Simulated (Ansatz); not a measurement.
# SrO at 4 GPa: from Born charge to LO–TO splitting and polaron coupling

Theory: DFT LDA, scalar-relativistic, plane waves, PAW in Ansatz 0.2.0. Cutoff 420 eV, 8×8×8 k-points (Γ-centred), fixed occupations. No spin polarisation. Phonons by linear response, acoustic sum rule imposed.

The cell, relaxed at 4 GPa:
```xyz
2
Lattice="0.0000 2.5024 2.5024 2.5024 0.0000 2.5024 2.5024 2.5024 0.0000" Properties=species:S:1:pos:R:3 pbc="T T T"
Sr    0.0000    0.0000    0.0000
O     2.5024    2.5024    2.5024
```

Linear response gives ν_TO = 236.7 cm⁻¹, Born charges ±2.498 e (positive on Sr) and ε∞ = 3.900. The primitive cell holds 31.342 Å³, and the masses are 87.620 and 15.999 amu.

Q: Find ν_LO and the static dielectric constant.

A: The long-wave field adds a restoring force: ω_LO² − ω_TO² = Z*²e²/(ε_vac ε∞ μV). In these units ν_LO² − ν_TO² = 4.92064×10⁷ Z*²/(μ V ε∞) cm⁻², with μ = m₁m₂/(m₁ + m₂) = 13.529 amu: 185604 cm⁻². So ν_LO = √(236.7² + 185604) = 491.5 cm⁻¹, and the run gives 491.5. Lyddane–Sachs–Teller then gives ε0 = ε∞ (ν_LO/ν_TO)² = 16.83, against 16.82 in the run (it forms both from the same three quantities, so the match checks the arithmetic only). Between ν_TO and ν_LO the dielectric function is negative and an undamped crystal reflects fully: a reststrahlen band from 20.3 to 42.3 μm.

Q: What do the Clausius–Mossotti polarisability and the Szigeti charge come to?

A: With the Lorentz local field, α = (3V/4π)(ε∞ − 1)/(ε∞ + 2) = 3.68 Å³ for the pair, and e_S = 3Z*/(ε∞ + 2) = 1.27 e. The Born charge includes the electrons' response to the dipole's own local field, and e_S takes that enhancement out. The Lorentz field assumes point-like polarisable ions, a fair picture at this small ε∞.

Q: How strongly does a slow electron couple to the LO mode?

A: For one isotropic parabolic band, Fröhlich's constant is α_F = (1/ε∞ − 1/ε0) √(m* Ry/ħω_LO), with Ry = 13.606 eV, ħω_LO = 60.9 meV and m* in free-electron masses: α_F = 0.1970 × 14.94 × √m* = 2.94 √m*. The band mass isn't part of this run; for m* = 0.1, 0.3 and 1 it gives 0.93, 1.61, 2.94. In weak coupling the polaron lies α_F ħω_LO below the band edge (98 meV at m* = 0.3) with a mass m*(1 + α_F/6); past α_F of about 5 or 6 that expansion fails. A semilocal functional's ε∞ tends to be too large, which taken alone lowers α_F.

Cost: 1 run of about 0.65 core-minutes, on Arm Neoverse N1 (shared hosts).